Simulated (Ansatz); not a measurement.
Given:

CdSe:
```
CdSe
1.0
    2.01016     1.16057     3.28263
   -2.01016     1.16057     3.28263
    0.00000    -2.32113     3.28263
Cd Se
1 1
Direct
  0.24996   0.24996   0.24996
  0.75004   0.75004   0.75004
```

This is the r²SCAN-relaxed structure.

Question: All from plane-wave PAW r²SCAN (Ansatz code), unless another level is named. Predict the highest zone-centre frequency.

Answer: 92 cm^-1.

Question: Next, the bulk modulus (Birch–Murnaghan fit)?

Answer: 69.7 GPa.

Space group Fm-3m (rock salt). This is a known high-pressure phase of the composition, computed here at zero pressure and temperature. The cell was relaxed with r²SCAN under the symmetry of its start; of distortions, only those at the zone centre were tested. As this level gives no gap, phonon frequencies hold no LO–TO term and depend on the k-mesh and smearing (Fermi–Dirac, 0.1 eV here).

Potentials: the later of the program's two PAW sets.
